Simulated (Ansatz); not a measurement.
Theory: Ansatz, DFT LDA, scalar-relativistic, plane waves, PAW. Cutoff 420 eV, Γ-centred k meshes of 512 to 2352 points, fixed occupations in insulators, in metals Fermi–Dirac smearing of 0.15 eV (Gaussian, 0.2 eV, where magnetic), no spin polarisation. Values of metals depend on mesh and smearing. Spin–orbit coupling is left out. Each crystal stands at its own equilibrium volume, in the symmetry named.

Order these crystals by the bulk modulus (Hill), lowest first.
A. Ta3Sb (Pm-3n, 8 atoms in the cell, 17.6 Å³/atom, Sb next to 12 Ta)
B. Ni3Ge (Pm-3m, 4 atoms in the cell, 10.6 Å³/atom, Ge next to 12 Ni)
C. NbRu (P4/mmm, 2 atoms in the cell, 15.2 Å³/atom, Nb next to 8 Ru and 4 Nb)
D. YTe (Fm-3m, 2 atoms in the cell, 27.4 Å³/atom, Y next to 6 Te)
E. AlCu3 (Fm-3m, 4 atoms in the cell, 11.6 Å³/atom, Al next to 8 Cu)

Answers

D (73 GPa), E (166 GPa), A (211 GPa), B (236 GPa), C (266 GPa).